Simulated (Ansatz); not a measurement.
W (bcc, W type)

```xyz
1
Lattice="-1.5849 1.5849 1.5849 1.5849 -1.5849 1.5849 1.5849 1.5849 -1.5849" Properties=species:S:1:pos:R:3 pbc="T T T"
W      0.0000     0.0000     0.0000
```

The relaxed cell is deformed in two ways at once: its volume V is scaled, and at that volume it is stretched along z (the c axis of the conventional cell) so that c/a changes. Fractional atomic positions are held.

Computed with r2SCAN (plane waves to 500 eV, PAW, scalar-relativistic; Ansatz, a first-principles code). k mesh 21×21×21 (Γ-centred), Fermi-Dirac smearing 0.05 eV. Energies are smeared free energies. With partly filled bands, the response to shear is sensitive to the k mesh, so small differences along c/a are uncertain. Spin-orbit coupling is left out, though W is heavy. The PAW data are Ansatz's earlier set. W is run without spin polarisation. W was relaxed with its symmetry unable to fall. ΔE is measured from the relaxed starting cell.

Task: What ΔE (meV/atom) does the calculation give at all points of the grid V/V₀ = 0.960, 0.980, 1.000, 1.020, 1.040 by (c/a)/(c/a)₀ = 0.920, 0.960, 1.000, 1.040, 1.080?

Result: ΔE (meV/atom), with V/V₀ across and (c/a)/(c/a)₀ down:

```csv
(c/a)/(c/a)₀ \ V/V₀,0.960,0.980,1.000,1.020,1.040
0.920,112,90,81,85,101
0.960,47,26,19,25,42
1.000,27,7,0,6,24
1.040,44,23,16,22,40
1.080,93,71,62,67,83
```

(A scan under strain: stresses follow from slopes of the energy per volume, elastic moduli from its curvatures.)
